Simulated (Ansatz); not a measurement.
The cell of Bi2Te5 is invented: random cell by space group and Wyckoff sites (P4/mmm, No. 123). The dimensions are guesses.

```yaml
crystal:
  lattice:
    - [7.46737, 0.00000, 0.00000]
    - [0.00000, 7.46737, 0.00000]
    - [0.00000, 0.00000, 4.60358]
  atoms:
    - { symbol: Bi, position: [0.50000, 0.00000, 0.00000] }
    - { symbol: Bi, position: [0.00000, 0.50000, 0.00000] }
    - { symbol: Te, position: [0.66852, 0.66852, 0.00000] }
    - { symbol: Te, position: [0.33148, 0.33148, 0.00000] }
    - { symbol: Te, position: [0.33148, 0.66852, 0.00000] }
    - { symbol: Te, position: [0.66852, 0.33148, 0.00000] }
    - { symbol: Te, position: [0.50000, 0.50000, 0.50000] }
```

These are results of Ansatz 0.2.0, DFT PBE, scalar-relativistic, plane waves, PAW, not measurements. Cutoff 420 eV, Gaussian smearing, Γ-centred meshes. Cell and atoms relax first on a coarse mesh and then on a finer one. In between, the cell is made exact in the group found at 0.06 Å. In metals the finer mesh still leaves noise of several meV/atom or more. The steps can't lower the symmetry of their start. No spin polarisation.

A guess keeps its type if space group and coordination stay and the shape of the cell changes little (axis ratios within about 15 %, angles within 6°); the volume may change.

Question: Does it keep its structure type, or change into something else?

Answer: It doesn't keep its type. The symmetry stays P4/mmm (No. 123). The volume per atom grows by 0.6 %, from 36.7 to 36.9 Å³. The shortest distance goes from 2.52 Å (Te–Te) to 3.16 Å (Bi–Te). The ratio c/a of the conventional cell changes by a factor of 0.59. Counting neighbours within 15 % of an atom's shortest distance, the start has Bi 4, Te 4/8 and the end Bi 6, Te 6/10. In detail, at the end Bi is surrounded by 4 Te at 3.16 Å and 2 Bi at 3.24 Å; around Te on a site of symmetry m2m lie 2 Bi at 3.16 Å, 2 Te at 3.24 Å and 2 Te at 3.44 Å; Te on a site of symmetry 4/mmm has 2 Te at 3.24 Å and 8 Te at 3.44 Å.

```xyz
7
Lattice="8.9336 0.0000 0.0000 0.0000 8.9336 0.0000 0.0000 0.0000 3.2361" Properties=species:S:1:pos:R:3 pbc="T T T"
Bi    4.4668    0.0000    0.0000
Bi    0.0000    4.4668    0.0000
Te    6.6116    6.6116    0.0000
Te    2.3219    2.3219    0.0000
Te    2.3219    6.6116    0.0000
Te    6.6116    2.3219    0.0000
Te    4.4668    4.4668    1.6180
```

The last run used a 4×4×12 mesh (in the run's order of axes) for its 7-atom cell and Gaussian smearing of 0.10 eV. These runs have no spin–orbit coupling, which can matter for Bi and Te. Symmetry constrained the relaxation, so the result can be a saddle point.

In counts of neighbours, a slash parts the counts of unlike sites.
